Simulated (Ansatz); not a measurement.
Input and command of a calculation in Ansatz (plane waves; scalar-relativistic PAW potentials unless the input names others):

```yaml
crystal:
  lattice:
    - [1.6596678059, 0.9582096545, 6.0076557002]
    - [-1.6596678059, 0.9582096545, 6.0076557002]
    - [0.0, -1.916419309, 6.0076557002]
  atoms:
    - { symbol: Mg, position: [0.2227882682, 0.2227882682, 0.2227882682] }
    - { symbol: Mg, position: [0.7772117318, 0.7772117318, 0.7772117318] }
    - { symbol: "N", position: [0.5, 0.5, 0.5] }
    - { symbol: Cl, position: [0.0, 0.0, 0.0] }
basis:
  ecutwfc: 420
  precision: f64
kpoints:
  mp_grid: { grid: [12, 12, 12] }
hamiltonian:
  xc: pbe
scf:
  occupations: { method: gaussian, width: 0.02 }
  initial_density: { chi_scale: 0.3 }
  eigensolver: { kind: davidson }
output:
  forces: true
  eigenvalues: true
  stress: true
```

```bash
ansatz run input.yaml --threads 4 --pin off --max-ram 9216MiB --backend cpu --events-out ev --progress --plain --runs-dir out
```

Abridged log:
```
Basis set: ecut = 420 eV, 1137 PW (Γ), FFT grids on a1−a3, a2−a3, a3, exchange–correlation on 48×48×90 points (8 copies of the dense FFT grid, shifted against one another)
Bands: 20, of which v1, the nominal top of the filled ones, is band 16 counted from 1 (15 counted from 0)
Symmetry: 12 space group operations
k-points: 189 of 1728
SCF iter   1: F=—  HF=-5344.858943 eV  |F-HF|=—  |Δ(HF+E_count)|=         —  Δρ=2.94e-1  dr2=1.86e2  ethr=1.00e-1  ⟨swp⟩=5.5  Hψ=12130  notcnv=0
SCF iter   2: F=—  HF=-5320.903167 eV  |F-HF|=—  |Δ(HF+E_count)|=    2.40e1  Δρ=9.89e-2  dr2=1.32e1  ethr=1.00e-1  ⟨swp⟩=3.3  Hψ=9137  notcnv=0  defer=12
SCF iter   3: F=—  HF=-5318.491004 eV  |F-HF|=—  |Δ(HF+E_count)|=    2.41e0  Δρ=4.98e-2  dr2=6.26e0  ethr=4.13e-2  ⟨swp⟩=3.0  Hψ=7876  notcnv=0  defer=6
SCF iter   4: F=—  HF=-5316.862785 eV  |F-HF|=—  |Δ(HF+E_count)|=    1.63e0  Δρ=2.57e-2  dr2=2.65e0  ethr=1.96e-2  ⟨swp⟩=4.2  Hψ=8647  notcnv=0  defer=77
SCF iter   5: F=—  HF=-5316.040800 eV  |F-HF|=—  |Δ(HF+E_count)|=   8.22e-1  Δρ=1.74e-2  dr2=9.82e-1  ethr=8.28e-3  ⟨swp⟩=4.4  Hψ=8760  notcnv=0  defer=175
SCF iter   6: F=—  HF=-5315.753015 eV  |F-HF|=—  |Δ(HF+E_count)|=   2.88e-1  Δρ=8.23e-3  dr2=2.15e-1  ethr=3.07e-3  ⟨swp⟩=4.6  Hψ=9133  notcnv=0  defer=148
SCF iter   7: F=—  HF=-5315.674656 eV  |F-HF|=—  |Δ(HF+E_count)|=   7.84e-2  Δρ=3.39e-3  dr2=1.61e-2  ethr=5.01e-5  ⟨swp⟩=2.9  Hψ=18093  notcnv=0  defer=50
SCF iter   8: F=—  HF=-5315.671734 eV  |F-HF|=—  |Δ(HF+E_count)|=   2.92e-3  Δρ=9.14e-4  dr2=1.71e-3  ethr=5.01e-5  ⟨swp⟩=4.6  Hψ=8749  notcnv=0  defer=69
automatic band count: iteration 8 solves 19 bands in place of 20: the levels show a gap, and the empty bands left out lie too high to hold charge; the band table lists the bands solved (type scf.n_extra_bands for more)
SCF iter   9: F=—  HF=-5315.671253 eV  |F-HF|=—  |Δ(HF+E_count)|=   4.82e-4  Δρ=1.89e-4  dr2=6.24e-5  ethr=5.34e-6  ⟨swp⟩=4.2  Hψ=9233  notcnv=0  defer=65
SCF iter  10: F=—  HF=-5315.671211 eV  |F-HF|=—  |Δ(HF+E_count)|=   4.20e-5  Δρ=6.03e-5  dr2=1.61e-6  ethr=1.95e-7  ⟨swp⟩=4.1  Hψ=9722  notcnv=0  defer=29
SCF iter  11: F=—  HF=-5315.671210 eV  |F-HF|=—  |Δ(HF+E_count)|=   2.82e-7  Δρ=2.05e-5  dr2=2.68e-7  ethr=5.04e-9  ⟨swp⟩=3.3  Hψ=9219  notcnv=0  defer=6
SCF iter  12: F=-5315.671210 eV  HF=-5315.671210 eV  |F-HF|=1.04e-8  |Δ(HF+E_count)|=   4.65e-8  Δρ=6.24e-6  dr2=1.81e-8  ethr=8.38e-10  ⟨swp⟩=3.0  Hψ=8732  notcnv=0  defer=3
SCF 1 converged in 12 iterations: F = -5315.671210 eV  dr2 = 1.81e-8
  Residual-converged pass: ⟨swp⟩=3.0  Hψ=8823  notcnv=0  max |occ|·‖R‖ = 6.6e-6 eV (tolerance 6.7e-6 eV) dr2=1.86e-8  dr2_onsite=2.40e-9  max |Δocc| = 0.0e0
SCF converged after 12 iterations
Free energy (F): -5315.671210 eV
Harris-Foulkes:  -5315.671210 eV  (|F-HF|=1.04e-8)
Internal energy: -5315.671210 eV  (E = F + TS)
E sigma→0 (E₀):  -5315.671210 eV
Fermi energy:    8.448084 eV
--- Forces (eV/Å), atoms counted from 1 ---
  atom   1  Mg     0.00000000     0.00000000    -0.00339585
  atom   2  Mg     0.00000000     0.00000000     0.00339585
  atom   3  N      0.00000000     0.00000000     0.00000000
  atom   4  Cl     0.00000000     0.00000000     0.00000000
--- Stress (GPa, compression-positive) ---
       -0.020523       0.000000       0.000000
        0.000000      -0.020523       0.000000
        0.000000       0.000000      -0.024127
  P = ⅓ Tr σ = -0.0217 GPa (-0.217 kbar)
```

Apart from outputs, empty bands and the relaxation, which only the reference makes, the input differs from a reference run on usual settings in scf.initial_density.chi_scale: not typed → 0.3; scf.eigensolver.kind: not typed → "davidson"; basis.precision: not typed → "f64". The reference, at the same geometry, ended its own course with pressure -0.02 GPa, largest force 0.003 eV/Å, gap on the mesh 2.24 eV. This run converged in 12 SCF iterations with an energy at zero smearing within 0.01 meV/atom of the reference's, pressure -0.02 GPa, largest force 0.003 eV/Å, gap on the mesh 2.24 eV.

The run took 7.1 s on 4 threads of AMD EPYC 7R43 64-Core Processor (Zen 3) (shared host), peak memory 0.46 GiB.